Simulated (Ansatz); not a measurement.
An Ansatz (a program for electronic structure) run. Input:

Ansatz 0.2 input:
```yaml
crystal:
  lattice:
    - [3.870157431, 0.0, 0.0]
    - [-1.9350787155, 3.3516546519, 0.0]
    - [0.0, 0.0, 6.3939883387]
  atoms:
    - { symbol: Si, position: [0.6666666667, 0.3333333333, 0.874523018] }
    - { symbol: Si, position: [0.3333333333, 0.6666666667, 0.374523018] }
    - { symbol: Ge, position: [0.6666666667, 0.3333333333, 0.500476982] }
    - { symbol: Ge, position: [0.3333333333, 0.6666666667, 0.000476982] }
kpoints:
  mp_grid: { grid: [8, 8, 5] }
hamiltonian:
  xc: lda
  pseudopotentials: { azcp: { folder: ./paw }, kind: paw }
scf:
  occupations: { method: fixed }
elastic: { mode: relaxed_ion, stencil: two_point, amplitude: 0.005, f_tol: 0.0005 }
output: { polarization: {} }
```

Output (shortened):

```
Pseudopotential: Si, paw, valence charge 4
Pseudopotential: Ge, paw, valence charge 14
Functional definition: SPW92
Crystal: 4 atoms, lattice volume = 82.939 Å³
Basis set: ecut = 420 eV, 1653 PW (Γ)
Bands: 22, of which v1, the nominal top of the filled ones, is band 18 counted from 1 (17 counted from 0)
Symmetry: 12 space group operations
Space group: P63mc (ITA 186), of the structure as read, at distance tolerance 4.4e-5 Å
k-points: 30 of 320 (time reversal used)
SCF 1 converged in 11 iterations: F = -9648.653609 eV  dr2 = 6.89e-15
relax step   1: F+E_penalty+E_count = -9648.65360919 eV  Δ(F+E_penalty+E_count) = +0.000e0 eV  max|allowed force component| = 5.823e-4 eV/Å  Δτ_max = 0.0000 Å  (11 SCF iters, accepted)
Crystal: 4 atoms, lattice volume = 82.939 Å³
SCF 2 converged in 8 iterations: F = -9648.653609 eV  dr2 = 1.84e-14
relax step   2: F+E_penalty+E_count = -9648.65360922 eV  Δ(F+E_penalty+E_count) = -2.620e-8 eV  max|allowed force component| = 1.118e-4 eV/Å  Δτ_max = 0.0000 Å  (8 SCF iters, accepted)
Crystal: 4 atoms, lattice volume = 82.939 Å³
SCF 3 converged in 10 iterations: F = -9648.653609 eV  dr2 = 1.75e-16
Crystal: 4 atoms, lattice volume = 82.524 Å³
Basis set: ecut = 420 eV, 1637 PW (Γ)
Symmetry: 4 space group operations
k-points: 63 of 320 (time reversal used)
SCF 4 converged in 10 iterations: F = -9648.652278 eV  dr2 = 1.18e-14
relax step   1: F+E_penalty+E_count = -9648.65227788 eV  Δ(F+E_penalty+E_count) = +0.000e0 eV  max|allowed force component| = 3.989e-2 eV/Å  Δτ_max = 0.0000 Å  (10 SCF iters, accepted)
Crystal: 4 atoms, lattice volume = 82.524 Å³
SCF 5 converged in 9 iterations: F = -9648.652465 eV  dr2 = 2.77e-15
relax step   2: F+E_penalty+E_count = -9648.65246544 eV  Δ(F+E_penalty+E_count) = -1.876e-4 eV  max|allowed force component| = 9.269e-3 eV/Å  Δτ_max = 0.0016 Å  (9 SCF iters, accepted)
Crystal: 4 atoms, lattice volume = 82.524 Å³
SCF 6 converged in 8 iterations: F = -9648.652475 eV  dr2 = 4.27e-15
relax step   3: F+E_penalty+E_count = -9648.65247494 eV  Δ(F+E_penalty+E_count) = -9.501e-6 eV  max|allowed force component| = 1.777e-4 eV/Å  Δτ_max = 0.0006 Å  (8 SCF iters, accepted)
Crystal: 4 atoms, lattice volume = 82.524 Å³
SCF 7 converged in 2 iterations: F = -9648.652475 eV  dr2 = 1.68e-15
Crystal: 4 atoms, lattice volume = 83.354 Å³
Basis set: ecut = 420 eV, 1665 PW (Γ)
SCF 8 converged in 11 iterations: F = -9648.652307 eV  dr2 = 8.47e-15
relax step   1: F+E_penalty+E_count = -9648.65230668 eV  Δ(F+E_penalty+E_count) = +0.000e0 eV  max|allowed force component| = 3.822e-2 eV/Å  Δτ_max = 0.0000 Å  (11 SCF iters, accepted)
Crystal: 4 atoms, lattice volume = 83.354 Å³
SCF 9 converged in 8 iterations: F = -9648.652485 eV  dr2 = 9.72e-14
relax step   2: F+E_penalty+E_count = -9648.65248467 eV  Δ(F+E_penalty+E_count) = -1.780e-4 eV  max|allowed force component| = 8.498e-3 eV/Å  Δτ_max = 0.0016 Å  (8 SCF iters, accepted)
Crystal: 4 atoms, lattice volume = 83.354 Å³
SCF 10 converged in 8 iterations: F = -9648.652493 eV  dr2 = 3.01e-15
relax step   3: F+E_penalty+E_count = -9648.65249280 eV  Δ(F+E_penalty+E_count) = -8.133e-6 eV  max|allowed force component| = 1.745e-4 eV/Å  Δτ_max = 0.0006 Å  (8 SCF iters, accepted)
Crystal: 4 atoms, lattice volume = 83.354 Å³
SCF 11 converged in 2 iterations: F = -9648.652493 eV  dr2 = 1.15e-15
Crystal: 4 atoms, lattice volume = 82.524 Å³
Basis set: ecut = 420 eV, 1641 PW (Γ)
SCF 12 converged in 10 iterations: F = -9648.652093 eV  dr2 = 2.96e-15
relax step   1: F+E_penalty+E_count = -9648.65209277 eV  Δ(F+E_penalty+E_count) = +0.000e0 eV  max|allowed force component| = 5.117e-2 eV/Å  Δτ_max = 0.0000 Å  (10 SCF iters, accepted)
Crystal: 4 atoms, lattice volume = 82.524 Å³
SCF 13 converged in 8 iterations: F = -9648.652290 eV  dr2 = 4.14e-14
relax step   2: F+E_penalty+E_count = -9648.65229011 eV  Δ(F+E_penalty+E_count) = -1.973e-4 eV  max|allowed force component| = 1.013e-2 eV/Å  Δτ_max = 0.0016 Å  (8 SCF iters, accepted)
Crystal: 4 atoms, lattice volume = 82.524 Å³
SCF 14 converged in 7 iterations: F = -9648.652298 eV  dr2 = 8.07e-14
relax step   3: F+E_penalty+E_count = -9648.65229821 eV  Δ(F+E_penalty+E_count) = -8.095e-6 eV  max|allowed force component| = 5.918e-5 eV/Å  Δτ_max = 0.0004 Å  (7 SCF iters, accepted)
Crystal: 4 atoms, lattice volume = 82.524 Å³
SCF 15 converged in 2 iterations: F = -9648.652298 eV  dr2 = 3.32e-14
Crystal: 4 atoms, lattice volume = 83.354 Å³
Basis set: ecut = 420 eV, 1677 PW (Γ)
SCF 16 converged in 10 iterations: F = -9648.652152 eV  dr2 = 8.39e-14
relax step   1: F+E_penalty+E_count = -9648.65215174 eV  Δ(F+E_penalty+E_count) = +0.000e0 eV  max|allowed force component| = 4.672e-2 eV/Å  Δτ_max = 0.0000 Å  (10 SCF iters, accepted)
Crystal: 4 atoms, lattice volume = 83.354 Å³
SCF 17 converged in 8 iterations: F = -9648.652325 eV  dr2 = 3.81e-14
relax step   2: F+E_penalty+E_count = -9648.65232488 eV  Δ(F+E_penalty+E_count) = -1.731e-4 eV  max|allowed force component| = 8.680e-3 eV/Å  Δτ_max = 0.0016 Å  (8 SCF iters, accepted)
Crystal: 4 atoms, lattice volume = 83.354 Å³
SCF 18 converged in 7 iterations: F = -9648.652331 eV  dr2 = 6.43e-14
relax step   3: F+E_penalty+E_count = -9648.65233103 eV  Δ(F+E_penalty+E_count) = -6.152e-6 eV  max|allowed force component| = 4.742e-5 eV/Å  Δτ_max = 0.0004 Å  (7 SCF iters, accepted)
Crystal: 4 atoms, lattice volume = 83.354 Å³
SCF 19 converged in 2 iterations: F = -9648.652331 eV  dr2 = 2.68e-14
Crystal: 4 atoms, lattice volume = 82.939 Å³
Basis set: ecut = 420 eV, 1655 PW (Γ)
Symmetry: 2 space group operations
k-points: 93 of 320 (time reversal used)
SCF 20 converged in 11 iterations: F = -9648.653232 eV  dr2 = 2.79e-15
relax step   1: F+E_penalty+E_count = -9648.65323195 eV  Δ(F+E_penalty+E_count) = +0.000e0 eV  max|allowed force component| = 3.147e-2 eV/Å  Δτ_max = 0.0000 Å  (11 SCF iters, accepted)
Crystal: 4 atoms, lattice volume = 82.939 Å³
SCF 21 converged in 8 iterations: F = -9648.653306 eV  dr2 = 3.89e-15
relax step   2: F+E_penalty+E_count = -9648.65330647 eV  Δ(F+E_penalty+E_count) = -7.452e-5 eV  max|allowed force component| = 6.744e-3 eV/Å  Δτ_max = 0.0010 Å  (8 SCF iters, accepted)
Crystal: 4 atoms, lattice volume = 82.939 Å³
SCF 22 converged in 7 iterations: F = -9648.653310 eV  dr2 = 5.77e-15
relax step   3: F+E_penalty+E_count = -9648.65330999 eV  Δ(F+E_penalty+E_count) = -3.529e-6 eV  max|allowed force component| = 2.082e-5 eV/Å  Δτ_max = 0.0003 Å  (7 SCF iters, accepted)
Crystal: 4 atoms, lattice volume = 82.939 Å³
SCF 23 converged in 2 iterations: F = -9648.653310 eV  dr2 = 2.00e-15
Crystal: 4 atoms, lattice volume = 82.939 Å³
SCF 24 converged in 11 iterations: F = -9648.653232 eV  dr2 = 3.89e-15
relax step   1: F+E_penalty+E_count = -9648.65323195 eV  Δ(F+E_penalty+E_count) = +0.000e0 eV  max|allowed force component| = 3.147e-2 eV/Å  Δτ_max = 0.0000 Å  (11 SCF iters, accepted)
Crystal: 4 atoms, lattice volume = 82.939 Å³
SCF 25 converged in 8 iterations: F = -9648.653306 eV  dr2 = 3.84e-15
relax step   2: F+E_penalty+E_count = -9648.65330647 eV  Δ(F+E_penalty+E_count) = -7.452e-5 eV  max|allowed force component| = 6.744e-3 eV/Å  Δτ_max = 0.0010 Å  (8 SCF iters, accepted)
Crystal: 4 atoms, lattice volume = 82.939 Å³
SCF 26 converged in 7 iterations: F = -9648.653310 eV  dr2 = 6.73e-15
relax step   3: F+E_penalty+E_count = -9648.65330999 eV  Δ(F+E_penalty+E_count) = -3.529e-6 eV  max|allowed force component| = 2.082e-5 eV/Å  Δτ_max = 0.0003 Å  (7 SCF iters, accepted)
Crystal: 4 atoms, lattice volume = 82.939 Å³
SCF 27 converged in 2 iterations: F = -9648.653310 eV  dr2 = 2.12e-15
SCF converged after 10 iterations
Stability not checked: this state was not tested for a lower state beside it, because too few of the mixer's solves of this state at the end of the SCF gave a …
Free energy (F): -9648.653609 eV
Harris-Foulkes:  -9648.653609 eV  (|F-HF|=1.82e-12)
Internal energy: -9648.653609 eV  (E = F + TS)
E sigma→0 (E₀):  -9648.653609 eV
Fermi energy:    7.758690 eV
--- Per-component energies (eV) ---
  E_band       = -305.866758
  E_kinetic    = 269.366334
  E_local      = -4832.531043  (includes V_loc(G=0)·N_el)
  E_nonlocal   = 490.865278
  E_hartree    = 2296.019747
  E_xc         = -255.455849
  E_vxc        = -228.219203  (∫ρ·V_xc dr)
  E_paw        = -4840.382859  (= ΣΔE_a)
  E_vpaw       = -597.387731  (= ΣTr[D̂ρ^β])
  E_aug_tail   = 0.000113  (compensation charges beyond the density's cutoff)
  E_ewald      = -2780.520646
  E_core_change = 3.985315  (= ΣΔE_core)
  E_smearing   =  0.000000  (= −TS)
  E_closure    = 0.000000  (closes the sum)
  Σ components = -9648.653609   (vs F -9648.653609, Δ=0.00e0)
--- Forces (eV/Å), atoms counted from 1 ---
  atom   1  Si     0.00000000     0.00000000     0.00011176
  atom   2  Si     0.00000000     0.00000000     0.00011176
  atom   3  Ge     0.00000000     0.00000000    -0.00011176
  atom   4  Ge     0.00000000     0.00000000    -0.00011176
  max |Σ_I F_I| component: 1.15e-9 eV/Å
--- Stress (GPa, compression-positive) ---
       -0.000232       0.000000       0.000000
        0.000000      -0.000232       0.000000
        0.000000       0.000000       0.002432
  P = ⅓ Tr σ = 0.0007 GPa (0.007 kbar)
--- Band table (eV; the first three rows and the last of 30) ---
  k-point 0: bands = ["-16.9702", "-16.9702", "-16.9663", "-16.9663", "-16.9633", "-16.9633", "-16.9399", "-16.9399", "-16.9357", "-16.9357", "-5.0932", "-2.8911", "0.1424", "6.1476", "6.1476", "7.4335", "7.7587", "7.7587", "8.1849", "9.3181", "9.7928", "9.7928"]
  k-point 1: bands = ["-16.9702", "-16.9702", "-16.9661", "-16.9661", "-16.9636", "-16.9636", "-16.9395", "-16.9395", "-16.9361", "-16.9361", "-4.9658", "-3.2946", "0.7986", "6.0161", "6.2536", "6.2536", "7.5101", "7.5101", "8.3178", "10.0005", "10.0282", "10.0282"]
  k-point 2: bands = ["-16.9702", "-16.9701", "-16.9653", "-16.9653", "-16.9644", "-16.9644", "-16.9384", "-16.9384", "-16.9371", "-16.9371", "-4.5906", "-3.9977", "2.2505", "4.0557", "6.5588", "6.5588", "7.0171", "7.0171", "8.7090", "9.3216", "10.5469", "10.5469"]
  k-point 29: bands = ["-16.9703", "-16.9698", "-16.9615", "-16.9601", "-16.9599", "-16.9590", "-16.9387", "-16.9379", "-16.9366", "-16.9357", "-2.0890", "-1.8105", "-0.1339", "0.1673", "3.0566", "3.6004", "5.1898", "5.5793", "9.1233", "9.5798", "10.8169", "12.0125"]
--- Elastic constants: 3 strain directions × 2 members + reference (group order 12) ---
  dense FFT box of the reference and of every strained cell: 27×27×45
  strains applied: 11, 33, 23; error gains …
  reference relaxed by the batch: 2 steps …
  largest displacement 1.9e-5 Å; the constants are those of the deck's cell at these positions:
  atoms:
    - { symbol: Si, position: [0.6666666666666665, 0.33333333333333326, 0.8745259717705227] }
    - { symbol: Si, position: [0.33333333333333326, 0.6666666666666665, 0.37452597177052277] }
    - { symbol: Ge, position: [0.6666666666666665, 0.33333333333333326, 0.5004740282294771] }
    - { symbol: Ge, position: [0.33333333333333326, 0.6666666666666665, 0.00047402822947714734] }
  C = ∂σ_k/∂η_j (tension-positive GPa; Voigt order 11 22 33 23 13 12):
       174.494     47.680     30.330      0.000      0.000      0.000
        47.680    174.494     30.330      0.000      0.000      0.000
        30.327     30.327    199.736      0.000      0.000      0.000
         0.000      0.000      0.000     46.651      0.000      0.000
         0.000      0.000      0.000      0.000     46.651      0.000
         0.000      0.000      0.000      0.000      0.000     63.407
  reference stress σ⁰ (GPa):      0.000      0.000     -0.002      0.000      0.000      0.000
  moduli (Voigt/Reuss/Hill, GPa): K = 85.04/85.02/85.03   G = 60.70/57.86/59.28   E = 144.31   ν = 0.217
  mechanically stable: yes (min eigenvalue of sym C = 46.65 GPa)
  e, the proper piezoelectric tensor (elastic.mode: relaxed_ion; C/m²; rows x y z; Voigt order 11 22 33 23 13 12):
       0.00000    0.00000    0.00000    0.00000   -0.00737    0.00000
       0.00000    0.00000    0.00000   -0.00737    0.00000    0.00000
      -0.01114   -0.01114    0.01260    0.00000    0.00000    0.00000
  ±, each entry's uncertainty from the finite density of the strings (C/m²), an estimate: the size of the correction for it that the entry includes:
       0.00000    0.00000    0.00000    0.00000    0.00105    0.00000
       0.00000    0.00000    0.00000    0.00105    0.00000    0.00000
       0.00134    0.00134    0.00154    0.00000    0.00000    0.00000
  strain η (Voigt 11):  stress-route row diagonal C_11 = 174.49 GPa, energy-path curvature d²(F+E_count+ΔE)/dδ²/Ω₀ = 174.51 GPa
         δ    σ_11 (GPa)             F (eV)   n_scf  n_hpsi   n_pw
    -5.000e-3      -0.8840       -9648.6524749       2   11438   1637   relax 3 steps, max|allowed force component| 1.78e-4 eV/Å
     5.000e-3       0.8610       -9648.6524928       2   11443   1665   relax 3 steps, max|allowed force component| 1.75e-4 eV/Å
  strain η (Voigt 33):  stress-route row diagonal C_33 = 199.74 GPa, energy-path curvature d²(F+E_count+ΔE)/dδ²/Ω₀ = 199.73 GPa
         δ    σ_33 (GPa)             F (eV)   n_scf  n_hpsi   n_pw
    -5.000e-3      -1.0138       -9648.6522982       2    5447   1641   relax 3 steps, max|allowed force component| 5.92e-5 eV/Å
     5.000e-3       0.9835       -9648.6523310       2    5454   1677   relax 3 steps, max|allowed force component| 4.74e-5 eV/Å
  strain η (Voigt 23):  stress-route row diagonal C_44 = 46.65 GPa, energy-path curvature d²(F+E_count+ΔE)/dδ²/Ω₀ = 46.65 GPa
         δ    σ_23 (GPa)             F (eV)   n_scf  n_hpsi   n_pw
    -5.000e-3      -0.2333       -9648.6533100       2   16912   1655   relax 3 steps, max|allowed force component| 2.08e-5 eV/Å
     5.000e-3       0.2333       -9648.6533100       2   16921   1655   relax 3 steps, max|allowed force component| 2.08e-5 eV/Å
--- Formal polarisation (Berry phase): one branch of a lattice of values; only differences between neighbouring runs are physical ---
  axis  mesh            electronic          ionic      p = total  spread (rad)  least overlap  resolved gap  δp at fixed H ≤   (phases in cycles; p mod 2 …
  b1    8×8×5           0.00000000    18.00000000    18.00000000      0.000000         0.7842        0.4262           1.8e-5
  b2    8×8×5           0.00000000    18.00000000    18.00000000      0.000000         0.7842        0.4262           1.8e-5
  b3    8×8×5           0.99383065    12.00948056    13.00331121      0.010050         0.8129        0.4262           1.4e-5
  quantum along a1:   0.09332519 e/Å² =   149.523442 µC/cm²
  quantum along a2:   0.09332519 e/Å² =   149.523442 µC/cm²
  quantum along a3:   0.15418499 e/Å² =   247.031590 µC/cm²
  P = (  0.41996336,   0.72739788,   1.00245771) e/Å² = (  672.855489,  1165.419894,  1606.114325) µC/cm²  (mod the quanta)
```

Cost: very roughly 4 core-minutes on shared cores.

Space group P6_3mc (wurtzite). The workflow started from a Materials Project entry (that database holds measured and hypothetical structures alike); the Crystallography Open Database copy checked does not list it. Its standing as an ambient phase is unchecked. The LDA relaxation kept the symmetry of its start; whether a distortion lowers the energy is not shown. Spin–orbit coupling is left out wherever it is not named.

Potentials: the earlier of the program's two PAW sets. The files were generated under PBE; for other functionals the program regenerates the frozen cores, and for LDA and PBEsol the local potential too.

Ansatz is a plane-wave DFT program.
